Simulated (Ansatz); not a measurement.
## MgH8Cl2O4 — ³⁷Cl NMR of the central transition

Cell: a refined structure from the COD whose atoms were relaxed with PBE, the cell held.

Space group Pbcn (No. 60); a = 7.2557, b = 8.4285, c = 11.0412 Å.

| site | Wyckoff | site symmetry | x | y | z |
| --- | --- | --- | --- | --- | --- |
| Mg | 4c | .2. | 0.5000 | 0.8774 | 0.2500 |
| H5 | 8d | 1 | 0.7089 | 0.9676 | 0.0556 |
| H13 | 8d | 1 | 0.6981 | 0.7839 | 0.0543 |
| H21 | 8d | 1 | 0.5713 | 0.5608 | 0.3032 |
| H29 | 8d | 1 | 0.5739 | 0.1943 | 0.3014 |
| Cl | 8d | 1 | 0.2276 | 0.8785 | 0.0996 |
| O45 | 4c | .2. | 0.5000 | 0.6319 | 0.2500 |
| O49 | 8d | 1 | 0.6864 | 0.8758 | 0.1087 |
| O57 | 4c | .2. | 0.5000 | 0.1231 | 0.2500 |

One atom of each set is listed.

Level of theory: DFT, PBE, plane waves and PAW, scalar-relativistic, 420 eV cutoff, Γ-centred 3×3×2 k-points, Fermi–Dirac smearing 0.02 eV (Ansatz 0.2.0).

³⁷Cl has I = 3/2 and Q = -63.93 mb (Pyykkö 2018); at 16.4 T its Larmor frequency is ν₀ = 57.0 MHz. Only the quadrupole interaction is simulated: positions count from each site's isotropic chemical shift, and J coupling is left out, as are shift anisotropy and dipolar coupling, which fast spinning averages.

Question: What does the ³⁷Cl spectrum (fast magic-angle spinning) show for each site?

Answer: 

```
site                              first shell  C_Q (MHz)     η  P_Q (MHz)  δ_QIS (ppm)  breadth (kHz)
  Cl  1 Mg at 2.58 Å; also 4 H at 2.19–2.20 Å      -3.00  1.00       3.46        -92.2           11.5
```

δ_QIS = −(ν_Q²/30ν₀²)[I(I+1) − 3/4](1 + η²/3) × 10⁶ ppm with ν_Q = 3|C_Q|/[2I(2I−1)]; it falls as 1/B₀² in ppm, and the breadth as 1/B₀ in kHz.

The entry's hydrogen positions were far off; the other atoms hardly move on relaxation.

The relaxation (8 steps) took 14 min of wall time (14 min of CPU time) and 1.4 GiB at its peak, on 1 thread of Arm Neoverse N1 (aarch64; 8 cores open to the job, memory cap 3.0 GiB, no GPU), a shared host with a load of 0.6 a core.
